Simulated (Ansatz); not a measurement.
The calculation used Ansatz, DFT PBE, scalar-relativistic, plane waves, PAW, and for the lanthanide a 4f-in-core norm-conserving potential. All cells share a 690 eV cutoff and Γ-centred k meshes spaced at most about 0.3 Å⁻¹ (about 0.25 or finer for metals, 2π included). No spin polarisation in the final relaxations.

All energies are static (0 K, no zero-point motion). All come from trial cells, and lower structures may exist.

**Question.** Which of these relaxed structures of HoS4 is the lowest in energy?
A. Space group P-43m (No. 215), cubic, a = 4.834 Å. Around Ho lie 4 S at 2.59 Å; around S lie 1 Ho at 2.59 Å and 3 S at 2.61 Å.
B. Space group P-3m1 (No. 164), trigonal, a = 4.281 Å, c = 9.348 Å. Ho has 2 S at 2.54 Å and 6 S at 2.98 Å; S on its first site has 1 Ho at 2.54 Å and 3 S at 2.62 Å; S on its second site has 3 S at 2.62 Å and 3 Ho at 2.98 Å.
C. Space group Pm-3m (No. 221), cubic, a = 5.194 Å. Ho has 6 S at 2.60 Å; S on a site of symmetry m-3m has 12 S at 3.67 Å (long against the sum of covalent radii); around S on a site of symmetry 4/mmm lie 2 Ho at 2.60 Å and 12 S at 3.67 Å.
D. Space group P6/mmm (No. 191), hexagonal, a = 5.431 Å, c = 5.311 Å. Ho is surrounded by 8 S at 2.66–2.72 Å; S on a site of symmetry mmm is surrounded by 2 Ho at 2.72 Å and 4 S at 2.72 Å; S on a site of symmetry 6/mmm is surrounded by 2 Ho at 2.66 Å.

**Answer.** D. It has space group P6/mmm (No. 191); the next, B, with space group P-3m1 (No. 164), lies 184 meV/atom higher. Counting S atoms around Ho (those within 1.25 times the shortest such distance or 1.15 times the sum of covalent radii, 1.27 where that leaves under three; a plus sign parts nearer from farther groups), the lowest has Ho 8 and the next has Ho 2+6.

No dispersion correction is applied, so the spacing and binding between layers, chains or molecules are poorly described (P-3m1), and this can change margins and order among such cells. In P6/mmm, P-3m1, P-43m, Pm-3m an odd number of valence electrons (the lanthanide is held trivalent, its 4f shell in the core) allows no gap without spin; another valence of the lanthanide, a larger cell or a magnetic state could open one. S stands nearly free of neighbours here, and without spin polarisation the energy of such atoms comes out too high. A magnetic state wasn't ruled out in cells without spin, among them P6/mmm, P-3m1, P-43m, Pm-3m. Cells relaxed within their symmetry can be saddle points. Some structure types and database cells were kept out of the candidates from the start, so a known form may be missing.

The lanthanide is trivalent by construction, without f bands, f moments or other valences.
